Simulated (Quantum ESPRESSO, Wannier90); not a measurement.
# Wannierisation of WO$_{3}$ (P4/nmm)

```xyz
8
Lattice="5.3250 0.0000 0.0000 0.0000 5.3250 0.0000 0.0000 0.0000 3.9445" Properties=species:S:1:pos:R:3 pbc="T T T"
W      2.6625     0.0000    -0.2571
W      0.0000     2.6625     0.2571
O      2.6625     0.0000     1.9296
O      0.0000     2.6625    -1.9296
O      1.3313     1.3313     0.0000
O      1.3313    -1.3313     0.0000
O     -1.3313    -1.3313     0.0000
O     -1.3313     1.3313     0.0000
```

Structure: Materials Project mp-19443, symmetrised, not relaxed again. COD (Crystallography Open Database) has the formula in 6 space groups, this one among them (matched by group alone). Computed values, not measurements, from PBEsol: Quantum ESPRESSO (norm-conserving PseudoDojo potentials, cutoff 68 Ry, no spin polarisation, no spin-orbit coupling) on a Γ-centred 6×6×6 mesh, then Wannier90. Density: 6×6×8 mesh, Gaussian smearing 0.01 Ry. Spin-orbit coupling is left out although heavy elements are present.

Bands 9-32 form an isolated set from -18.36 to 0.00 eV relative to the valence-band maximum (on the path) and are turned into 24 Wannier functions by minimising the spread from the start: SCDM (isolated).

Q: Where do the functions sit, how wide are they and what are they made of?

A: 
```tsv
functions	spread (Å²)	nearest atom, distance (Å)	second atom, distance (Å)	weight on atomic waves
2	0.73	O 0.39	W 1.80	O 2s 44 %, O 2p 44 %, W 5d 8 %
4	1.23	O 0.21	W 1.91	O 2p 72 %, W 5d 17 %, O 2s 9 %
4	0.82	O 0.45	W 1.48	O 2p 47 %, O 2s 32 %, W 5d 12 %
4	1.10	O 0.22	W 1.91	O 2p 72 %, W 5d 14 %, O 2s 10 %
6	1.00	O 0.43	W 1.41	O 2p 63 %, W 5d 19 %, O 2s 14 %
4	0.88	O 0.45	W 1.48	O 2p 46 %, O 2s 32 %, W 5d 13 %
```

Ω_I = 20.45 Å², Ω_total = 23.63 Å²; the interpolated bands follow pw.x to 1.3 meV rms on the path. It is the lowest total spread that any start reached here.
